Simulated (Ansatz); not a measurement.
CdCSb2 (ordering on zincblende): the band gap by level of theory

All numbers come from the PAW code Ansatz. Values at 0 K without nuclear motion; spin polarisation is off, and the phase may be a hypothetical one.

The cell is CdCSb2 as one 8-atom ordering (I-42d) on the zincblende lattice; cell and atoms were relaxed with r2SCAN. The symmetry is I-42d (No. 122, tetragonal); a = 6.089 Å, c = 10.245 Å in the conventional setting, 23.74 Å³ an atom. Cd has 4 Sb at 2.81 Å; Sb has 2 C at 2.25 Å and 2 Cd at 2.81 Å; C has 4 Sb at 2.25 Å.

```
Cd Sb C
1.0
    -3.04441    3.04441    5.12227
     3.04441   -3.04441    5.12227
     3.04441    3.04441   -5.12227
Cd Sb C
2 4 2
Direct
  0.00000 0.00000 0.00000
  0.75000 0.25000 0.50000
  0.37500 0.45132 0.57632
  0.20132 0.62500 0.07632
  0.87500 0.79868 0.42368
  0.54868 0.12500 0.92368
  0.50000 0.50000 0.00000
  0.25000 0.75000 0.50000
```

Band edges at fixed r2SCAN geometry:
```
 level  k mesh  gap (eV)      kind            edges  least direct gap (eV)
   PBE   6×6×6      0.04  indirect  S₀–Γ (0.90) → Γ                   0.08
r2SCAN   6×6×6      0.04  indirect  S₀–Γ (0.90) → Γ                   0.14
 HSE06   4×4×4      0.29    direct                Γ                   0.29
```
All runs use a smearing of 0.02 eV.
Wave cutoffs: 420 eV, 500 eV (r2SCAN).
Points off the special ones are mesh points or PBE's searched band edges, reused at the other levels.

The HSE06 gap is direct at Γ: 0.29 eV. With r2SCAN, at Γ the top three valence levels group as 1+2 from the top, spread over 468 meV.

The levels disagree on the kind of gap: direct with HSE06; indirect with PBE, r2SCAN.

Spin-orbit coupling is left out, which matters wherever the heavy atoms make up the band edges.

The meshes of the hybrids are coarse, so their gaps aren't converged to the digits shown.

The splittings at Γ are without spin-orbit coupling, which regroups them where it is of like size or larger.
